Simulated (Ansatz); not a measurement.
A relaxed cell of La$_{2}$O$_{3}$ (P-3m1 (No. 164)), relaxed on a k-mesh at least as fine as the one used below. Calculation: PBE (plane waves to 420 eV, PAW, scalar-relativistic; Ansatz, a quantum-chemistry and plane-wave program). Γ-centred k-mesh 7×4×4 on the run's cell (coarser than for final values), Fermi–Dirac smearing 0.05 eV.

```yaml
crystal:
  lattice:
    - [3.94038, 0.00000, 0.00000]
    - [-3.94038, 6.82494, 0.00000]
    - [0.00000, 0.00000, 6.18834]
  atoms:
    - { symbol: La, position: [0.33333, 0.33333, 0.74738] }
    - { symbol: La, position: [0.33333, 0.83333, 0.74738] }
    - { symbol: La, position: [0.66667, 0.16667, 0.25262] }
    - { symbol: La, position: [0.66667, 0.66667, 0.25262] }
    - { symbol: O, position: [0.00000, 0.00000, 0.50000] }
    - { symbol: O, position: [0.00000, 0.50000, 0.50000] }
    - { symbol: O, position: [0.66667, 0.16667, 0.85469] }
    - { symbol: O, position: [0.66667, 0.66667, 0.85469] }
    - { symbol: O, position: [0.33333, 0.33333, 0.14531] }
    - { symbol: O, position: [0.33333, 0.83333, 0.14531] }
```

The atoms are displaced by (Å):

```tsv
atom	ux	uy	uz
La1	0.077	0.148	-0.022
La2	-0.018	-0.147	-0.072
La3	0.101	-0.073	0.022
La4	-0.237	-0.121	0.021
O5	0.202	0.040	0.030
O6	0.014	0.096	0.047
O7	0.104	0.080	-0.032
O8	-0.091	-0.099	-0.118
O9	-0.007	0.013	-0.039
O10	0.070	-0.053	-0.080
```

**Question.** What forces (eV/Å) and pressure result?

**Answer.** 
```tsv
atom	Fx	Fy	Fz
La1	0.14	-4.11	-0.08
La2	-0.55	2.57	0.43
La3	-0.61	-0.20	-0.87
La4	1.57	0.64	-0.28
O5	-0.41	-0.46	-0.72
O6	0.04	-0.03	-0.48
O7	-0.25	-0.38	0.20
O8	0.58	1.91	0.98
O9	0.50	-0.08	0.76
O10	-1.01	0.14	0.06
```

Pressure +2.9 GPa.

**Question.** Estimate the energy cost of the displacement in the harmonic approximation and compare with the calculation.

**Answer.** For a harmonic well ΔE = −½ Σ F·u = 1.101 eV a cell, or 110 meV/atom. The calculated energy relative to the undisplaced cell is +0.108 eV/atom, so the harmonic estimate holds well.

No spin polarisation in the result.

The run that gave the undisplaced cell could not lose the symmetry of its start; a randomly shaken copy of 10 atoms returns to this structure.

The first start was generated by placing the elements on the sites of a structure type. Materials Project lists a structure of La2O3 in the same space group, P-3m1 (No. 164); the sites were not compared with it, nor with measured phases.
